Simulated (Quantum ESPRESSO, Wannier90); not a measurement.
Wannierisation of RbCl (rock salt)

```xyz
2
Lattice="0.0000 3.3087 3.3087 3.3087 0.0000 3.3087 3.3087 3.3087 0.0000" Properties=species:S:1:pos:R:3 pbc="T T T"
Rb     0.0000     0.0000     0.0000
Cl     3.3087     3.3087     3.3087
```

Materials Project entry mp-23295; symmetrised, unrelaxed at this level. COD (Crystallography Open Database) has the formula in 2 space groups, this one among them (matched by group alone). Computed values, not measurements, from PBEsol: Quantum ESPRESSO (norm-conserving PseudoDojo potentials, cutoff 47 Ry, no spin polarisation, no spin-orbit coupling) on a Γ-centred 6×6×6 mesh, then Wannier90. Density: 8×8×8 mesh, cold smearing 0.01 Ry.

Functional, cutoff and mesh named above are those of the base row (47); the first column says what each row takes instead. Model: 4 functions from bands 2,6-8, start SCDM (isolated) (the valence bands). Energies are relative to the valence-band maximum; the misfit is to pw.x on a path, for all bands of the set. Only the plane-wave cutoff changes (density cutoff four times as high). Ω_total can sit in another minimum from row to row; Ω_I of an isolated set cannot.

| ecutwfc (Ry) | Ω_I (Å²) | Ω_total (Å²) | rms misfit (meV) | gap (eV) | ΔE to highest cutoff (meV/atom) | plane waves a k-point, about (cost) |
|---|---|---|---|---|---|---|
| 24 | 4.31 | 5.03 | 3.1 | 4.889 | 763.6 | 970 |
| 29 | 4.30 | 5.02 | 1.5 | 4.818 | 256.8 | 1300 |
| 35 | 4.30 | 5.02 | 0.4 | 4.798 | 60.8 | 1700 |
| 47 | 4.29 | 5.01 | 0.2 | 4.798 | … | 2700 |
| 58 | 4.29 | 5.01 | 0.2 | 4.799 | 0.3 | 3600 |
| 73 | 4.29 | 5.01 | 0.2 | 4.799 | 0.0 | 5100 |

Question: Fill in the missing entries.

Answer: 
- 47, ΔE to highest cutoff (meV/atom): 3.9
